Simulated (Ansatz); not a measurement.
An Ansatz (a program for electronic structure) run. Input:

Ansatz 0.2 input:
```yaml
crystal:
  lattice:
    - [4.3426908908, 0.0, 0.0]
    - [-2.1713454454, 3.7608806323, 0.0]
    - [0.0, 0.0, 8.3889452121]
  atoms:
    - { symbol: B, position: [0.770355767, 0.6026409911, 0.7753177734] }
    - { symbol: B, position: [0.3973590089, 0.1677147759, 0.1086511067] }
    - { symbol: B, position: [0.8322852241, 0.229644233, 0.4419844401] }
    - { symbol: B, position: [0.6026409911, 0.770355767, 0.2246822266] }
    - { symbol: B, position: [0.1677147759, 0.3973590089, 0.8913488933] }
    - { symbol: B, position: [0.229644233, 0.8322852241, 0.5580155599] }
    - { symbol: O, position: [0.1436933541, 0.545734992, 0.4620059034] }
    - { symbol: O, position: [0.454265008, 0.5979583621, 0.7953392368] }
    - { symbol: O, position: [0.4020416379, 0.8563066459, 0.1286725701] }
    - { symbol: O, position: [0.545734992, 0.1436933541, 0.5379940966] }
    - { symbol: O, position: [0.5979583621, 0.454265008, 0.2046607632] }
    - { symbol: O, position: [0.8563066459, 0.4020416379, 0.8713274299] }
    - { symbol: O, position: [0.0, 0.84015627, 0.6666666667] }
    - { symbol: O, position: [0.15984373, 0.15984373, 0.0] }
    - { symbol: O, position: [0.84015627, 0.0, 0.3333333333] }
kpoints:
  mp_grid: { grid: [6, 6, 3] }
hamiltonian:
  xc: r2scan
  pseudopotentials: { azcp: { folder: ./paw }, kind: paw }
scf:
  occupations: { method: fixed }
output:
  optics: { e_range: [0.0, 15.0], de: 0.05, sigma: 0.1, bands: { spectra_wanted_up_to: 12 eV } }
```

Output (shortened):

```
output.optics: the spectra are integrated over the Brillouin zone by k·p interpolation around the k-points, where levels, occupations, output.optics.sigma and …
Pseudopotentials: kind: paw
Pseudopotential: B, paw, valence charge 3
Pseudopotential: O, paw, valence charge 6
Functional definition: r2SCAN
Crystal: 15 atoms, lattice volume = 137.011 Å³
Basis set: ecut = 500 eV, 3469 PW (Γ), exchange–correlation on 128×128×256 points (64 copies of the dense FFT grid, shifted against one another)
Bands: 51, of which v1, the nominal top of the filled ones, is band 36 counted from 1 (35 counted from 0)
Symmetry: 6 space group operations
Space group: P3121 (ITA 152), of the structure as read, at distance tolerance 5.2e-5 Å
k-points: 17 of 108 (time reversal used)
PAW frozen core: B, regenerated for the run's functional
PAW frozen core: O, regenerated for the run's functional
Initial density: superposition of atomic densities (chi_scale 0.1, normalization cell, long waves kept (reshape's long-wave potential 0.01 eV rms))
Initial wavefunctions: pseudopotential atomic-orbital guess
Eigensolver: davidson
Functional: x = r2scan, c = r2scan; τ floored in thin density (d = 2e-4 eV/Å³)
SCF iter   1: F=—  HF=-6075.411815 eV  |F-HF|=—  |Δ(HF+E_count)|=         —  Δρ=1.35e-1  dr2=2.03e1  dr2_τ=3.29e0  ethr=3.10e-3  ⟨swp⟩=4.9  Hψ=3033  notcnv=0  defer=218
all-band conjugate gradients solve this SCF's bands
preconditioner: auto → Resta (q_TF=auto, 2.451 Å⁻¹)
SCF iter   2: F=—  HF=-6071.086698 eV  |F-HF|=—  |Δ(HF+E_count)|=    4.33e0  Δρ=4.94e-2  dr2=1.93e0  dr2_τ=4.41e-1  ethr=3.10e-3  ⟨swp⟩=2.8  Hψ=1767  notcnv=0  defer=217
SCF iter   3: F=—  HF=-6071.373773 eV  |F-HF|=—  |Δ(HF+E_count)|=   2.87e-1  Δρ=2.23e-2  dr2=4.37e-1  dr2_τ=2.34e-2  ethr=2.68e-3  ⟨swp⟩=2.0  Hψ=786  notcnv=0  defer=219
SCF iter   4: F=—  HF=-6071.405294 eV  |F-HF|=—  |Δ(HF+E_count)|=   3.15e-2  Δρ=2.91e-3  dr2=4.94e-3  dr2_τ=9.02e-4  ethr=6.07e-4  ⟨swp⟩=3.1  Hψ=1654  notcnv=0  defer=219
SCF iter   5: F=—  HF=-6071.407827 eV  |F-HF|=—  |Δ(HF+E_count)|=   2.53e-3  Δρ=6.97e-4  dr2=5.48e-4  dr2_τ=6.52e-5  ethr=6.86e-6  ⟨swp⟩=3.0  Hψ=1368  notcnv=0  defer=220
SCF iter   6: F=—  HF=-6071.407726 eV  |F-HF|=—  |Δ(HF+E_count)|=   1.01e-4  Δρ=1.72e-4  dr2=2.88e-5  dr2_τ=2.21e-6  ethr=7.61e-7  ⟨swp⟩=2.0  Hψ=1166  notcnv=0  defer=220
SCF iter   7: F=—  HF=-6071.407723 eV  |F-HF|=—  |Δ(HF+E_count)|=   2.85e-6  Δρ=5.50e-5  dr2=2.65e-6  dr2_τ=3.81e-7  ethr=4.00e-8  ⟨swp⟩=2.0  Hψ=1330  notcnv=0  defer=217
SCF iter   8: F=—  HF=-6071.407934 eV  |F-HF|=—  |Δ(HF+E_count)|=   2.11e-4  Δρ=5.76e-6  dr2=3.79e-8  dr2_τ=3.42e-9  ethr=3.68e-9  ⟨swp⟩=2.0  Hψ=1285  notcnv=0  defer=202
SCF iter  11: F=-6071.407934 eV  HF=-6071.407934 eV  |F-HF|=2.73e-12  |Δ(HF+E_count)|=  3.46e-11  Δρ=2.46e-8  dr2=7.59e-13  dr2_τ=4.87e-14  ethr=1.00e-12  ⟨swp⟩=15.1  Hψ=4336  notcnv=0
SCF 1 converged in 11 iterations: F = -6071.407934 eV  dr2 = 7.59e-13
NSCF: frozen V_eff on 17 k-points
Optics k sum: 0 of 17 k-points
Optics k sum: 1 of 17 k-points
Optics k sum: 2 of 17 k-points
Optics k sum: 3 of 17 k-points
Optics k sum: 4 of 17 k-points
Optics k sum: 5 of 17 k-points
Optics k sum: 6 of 17 k-points
Optics k sum: 7 of 17 k-points
Optics k sum: 8 of 17 k-points
Optics k sum: 9 of 17 k-points
Optics k sum: 10 of 17 k-points
Optics k sum: 11 of 17 k-points
Optics k sum: 12 of 17 k-points
Optics k sum: 13 of 17 k-points
Optics k sum: 14 of 17 k-points
Optics k sum: 15 of 17 k-points
Optics k sum: 16 of 17 k-points
Optics k sum: 17 of 17 k-points
Optics k sum: 0 of 17 k-points
Optics k sum: 1 of 17 k-points
Optics k sum: 2 of 17 k-points
Optics k sum: 3 of 17 k-points
Optics k sum: 4 of 17 k-points
Optics k sum: 5 of 17 k-points
Optics k sum: 6 of 17 k-points
Optics k sum: 7 of 17 k-points
Optics k sum: 8 of 17 k-points
Optics k sum: 9 of 17 k-points
Optics k sum: 10 of 17 k-points
Optics k sum: 11 of 17 k-points
Optics k sum: 12 of 17 k-points
Optics k sum: 13 of 17 k-points
Optics k sum: 14 of 17 k-points
Optics k sum: 15 of 17 k-points
Optics k sum: 16 of 17 k-points
Optics k sum: 17 of 17 k-points
NSCF: frozen V_eff on 1 k-points
NSCF: frozen V_eff on 1 k-points
NSCF: frozen V_eff on 1 k-points
output.optics: what the bands over the 70 summed would add to eps1, eps2 and the energy-loss function is held between a lower and an upper bound (10 Lanczos …
SCF converged after 11 iterations
Free energy (F): -6071.407934 eV
Harris-Foulkes:  -6071.407934 eV  (|F-HF|=2.73e-12)
Internal energy: -6071.407934 eV  (E = F + TS)
E sigma→0 (E₀):  -6071.407934 eV
Fermi energy:    2.112705 eV
--- Per-component energies (eV) ---
  E_band       = -377.392961
  E_kinetic    = 1837.785163
  E_local      = -4075.589312  (includes V_loc(G=0)·N_el)
  E_nonlocal   = 518.987462
  E_hartree    = 1434.105879
  E_xc         = -825.397827
  E_vxc        = -1166.335084  (∫ρ·V_xc dr)
  E_paw        = -1971.113915  (= ΣΔE_a)
  E_vpaw       = -434.375849  (= ΣTr[D̂ρ^β])
  E_aug_tail   = 0.002513  (compensation charges beyond the density's cutoff)
  E_vtau       = 73.920381  (kinetic-family band-sum trace: ∫τ·v_τ [+ j·A + Jᵃ·Aᵃ] dr)
  E_ewald      = -2989.789773
  E_core_change = -0.398124  (= ΣΔE_core)
  E_smearing   =  0.000000  (= −TS)
  E_closure    = 0.000000  (closes the sum)
  Σ components = -6071.407934   (vs F -6071.407934, Δ=0.00e0)
  [band-id]    e_kinetic+e_local+e_nonlocal+2·e_hartree+e_vxc+e_vpaw+e_augmentation_tail+e_vtau = -377.392968   (vs E_band -377.392961, Δ=-6.72e-6)
--- Band table (eV; the first three rows and the last of 17) ---
  k-point 0: bands = ["-18.8536", "-18.1903", "-18.1903", "-16.8011", "-16.8011", "-16.3471", "-16.3471", "-16.3385", "-16.2956", "-6.7682", "-6.1516", "-6.1516", "-4.9702", "-4.9702", "-4.1660", "-4.1460", "-3.4511", "-3.4511", "-1.6937", "-1.6937", "-0.8076", "-0.8076", "-0.7631", "0.1598", "0.7686", "0.7686", "0.9479", "1.0526", "1.0526", "1.3071", "1.3874", "1.3874", "1.6544", "1.6544", "1.7963", "1.8104", "9.5616", "9.8255", "9.8255", "10.3311", "12.9541", "12.9541", "13.6357", "13.7041", "13.7041", "16.2548", "16.8751", "16.8751", "18.0137", "18.0690", "18.0690"]
  k-point 1: bands = ["-18.7713", "-18.5370", "-17.8274", "-17.1189", "-16.5251", "-16.3571", "-16.3503", "-16.3422", "-16.3354", "-6.6976", "-6.4868", "-5.7660", "-5.2473", "-4.7311", "-4.4745", "-3.8111", "-3.5492", "-3.4547", "-2.1275", "-1.0886", "-0.8488", "-0.7752", "-0.5914", "-0.1953", "0.5105", "0.8508", "0.9912", "1.0016", "1.1714", "1.2782", "1.4174", "1.4595", "1.5117", "1.6919", "1.8526", "1.8601", "9.4992", "9.5133", "10.2102", "10.7873", "11.8993", "13.1728", "13.5187", "13.5795", "14.2996", "16.3647", "16.5898", "17.3613", "17.7497", "18.0217", "18.0256"]
  k-point 2: bands = ["-18.7536", "-18.1404", "-18.1067", "-16.8700", "-16.8629", "-16.4701", "-16.3979", "-16.3681", "-16.3046", "-6.7142", "-6.1730", "-6.0488", "-4.9958", "-4.8817", "-4.1484", "-4.0677", "-3.3919", "-3.3729", "-1.9350", "-1.7213", "-1.0232", "-0.8024", "-0.6456", "0.1815", "0.5360", "0.6725", "0.9145", "1.0671", "1.1538", "1.2444", "1.4341", "1.4880", "1.5586", "1.6376", "1.8691", "1.9117", "9.6631", "10.0234", "10.1674", "10.8214", "12.8469", "13.0263", "13.4921", "13.7592", "13.7987", "16.2437", "16.6494", "16.9884", "17.3418", "17.5636", "17.7464"]
  k-point 16: bands = ["-18.1365", "-17.9492", "-17.7750", "-17.3360", "-17.1453", "-16.9484", "-16.4840", "-16.4663", "-16.4118", "-6.5189", "-6.1539", "-5.8566", "-4.8887", "-4.6174", "-4.2069", "-3.6467", "-3.2570", "-2.9950", "-2.1745", "-1.8661", "-1.7583", "-1.0063", "-0.7237", "-0.3328", "0.4600", "0.5967", "0.6115", "0.9984", "1.0183", "1.0382", "1.6818", "1.7397", "1.7599", "1.8264", "2.0027", "2.0775", "10.2703", "10.9760", "11.4140", "12.1759", "12.4973", "12.8197", "14.0417", "14.3719", "14.6320", "15.3055", "15.3678", "15.3785", "16.4705", "16.6879", "17.1595"]
  band table: 51 of 51 bands, residual norms ≤ 1.0e-3 eV
```

Cost: roughly 7 core-minutes on shared cores.

Space group P3_121. The workflow started from a Materials Project entry (that database holds measured and hypothetical structures alike); the Crystallography Open Database files this formula in space group No. 152, but the cells were not matched. Whether it is the stable phase at ambient conditions was not checked. Symmetry was held in the r²SCAN relaxation; phonons on a q-mesh show no instability.

Potentials: the earlier of the program's two PAW sets.

Ansatz is a plane-wave DFT program.
